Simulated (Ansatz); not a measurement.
Relaxed AlRu (CsCl type):

```yaml
crystal:
  lattice:
    - [5.96504, 0.00000, 0.00000]
    - [0.00000, 2.98252, 0.00000]
    - [0.00000, 0.00000, 2.98252]
  atoms:
    - { symbol: Al, position: [0.00000, 0.00000, 0.00000] }
    - { symbol: Al, position: [0.50000, 0.00000, 0.00000] }
    - { symbol: Ru, position: [0.25000, 0.50000, 0.50000] }
    - { symbol: Ru, position: [0.75000, 0.50000, 0.50000] }
```

The atoms are displaced by Q × the pattern below (from a DFPT mode at X = (0.5, 0.0, 0.0), largest move 1; Q in Å), at fixed cell. (q is in reciprocal vectors of the primitive cell; the cell shown is doubled to hold the pattern.)

```csv
atom,x,y,z
Al1,1.000,0.000,0.000
Al2,-1.000,0.000,0.000
```

Atoms not listed stay in place.

Level of theory: r2SCAN (plane waves to 500 eV, PAW, scalar-relativistic; Ansatz, a quantum-chemistry and plane-wave program). k mesh 8×16×16 (Γ-centred), Fermi-Dirac smearing 0.05 eV. Energies are smeared free energies. Compression counts positive. With partly filled bands, energies and forces of such displacements shift with the k mesh and the smearing. AlRu is run without spin polarisation. AlRu was relaxed with its symmetry unable to fall. ΔE is measured from the undisplaced structure.

```tsv
Q (Å)	ΔE (meV/cell)	−dE/dQ from forces (eV/Å)	P (GPa)
-0.280	1058	8.916	8.7
-0.233	694	6.772	5.9
-0.187	421	4.965	3.7
-0.140	226	3.423	2.1
-0.093	97	2.138	0.9
-0.047	24	1.032	0.2
0.000	0	0.000	0.0
0.047	24	-1.032	0.2
0.093	97	-2.138	0.9
0.140	226	-3.423	2.1
0.187	421	-4.965	3.7
0.233	694	-6.772	5.9
0.280	1058	-8.916	8.7
```

Key numbers:

The energy at Q = 0.280 Å is 1058 meV/cell. Space group of the distorted cell: P4/mmm (No. 123), lowered from Pm-3m. Symmetry of the curve: even: the same for both signs. Shape of the curve: a single well with its minimum at or next to zero displacement. Harmonic wavenumber from the curvature (finite differences): 332 cm⁻¹.

(For displaced atoms, the force is minus the slope of the energy, and its curvature is a force constant, which sets phonon frequencies.)
